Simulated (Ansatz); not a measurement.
Task: Each is relaxed and computed with plane-wave PAW PBEsol (Ansatz code). Which is the only metal?
A. YSi2, MoSi2 or CaC2 type
B. SiO2, P4_12_12 (Si on 4a, O on 8b)
C. SiGe, wurtzite
D. SiC, P6_422 (Si on 3c, C on 3d)

Result: A, YSi2, MoSi2 or CaC2 type. YSi2: metal; SiC: gap 0.77 eV (indirect); SiGe: gap 0.35 eV (indirect); SiO2: gap 5.57 eV (direct). Constructed cells (a structure type filled with these elements, in neither database checked): YSi2, MoSi2 or CaC2 type. Typed or built starts, not in the databases checked: SiC, P6_422 (Si on 3c, C on 3d). Not the usual ambient phase: SiC, P6_422 (Si on 3c, C on 3d). Standing as an ambient phase not checked: SiGe, wurtzite. All cells were relaxed under the symmetry of their starts (and spin orders); stability against distortions was not tested throughout. Rows with no word on spin ran without spin polarisation. Spin–orbit coupling is left out wherever it is not named.

Potentials: the later of the program's two PAW sets.
